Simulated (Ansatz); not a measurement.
TiAl (CuAu type, space group P4/mmm)

```
TiAl
1.0
    2.79703     0.00000     0.00000
    0.00000     2.79703     0.00000
    0.00000     0.00000     4.03197
Al Ti
1 1
Direct
  0.50000   0.50000   0.50000
  0.00000   0.00000   0.00000
```

This relaxed cell (volume V₀) is scaled evenly in all directions, its shape held. Symmetry pins the atoms to their sites.

All values below come from PBEsol (plane waves to 420 eV, PAW, scalar-relativistic; Ansatz, an electronic-structure program). k mesh 17×17×12 (Γ-centred), Fermi-Dirac smearing 0.05 eV. The energy includes the smearing's −TS. Stress and pressure are positive under compression. With the shape held, the modulus is that of even scaling; a crystal free to change shape is softer. The PAW data are Ansatz's earlier set. TiAl is run without spin polarisation. TiAl was relaxed with its symmetry unable to fall. The zero of ΔE is the relaxed starting cell.

The scan covers V/V₀ from 0.940 to 1.060 in 9 points.

Task: What bulk modulus at fixed cell shape B₀ follows from a third-order Birch-Murnaghan fit?

Result: 120 GPa.

Task: What is the fitted pressure derivative B₀′?

Result: 3.9.

(Under strain, the slope of the energy per volume gives the stress and its curvature an elastic modulus.)
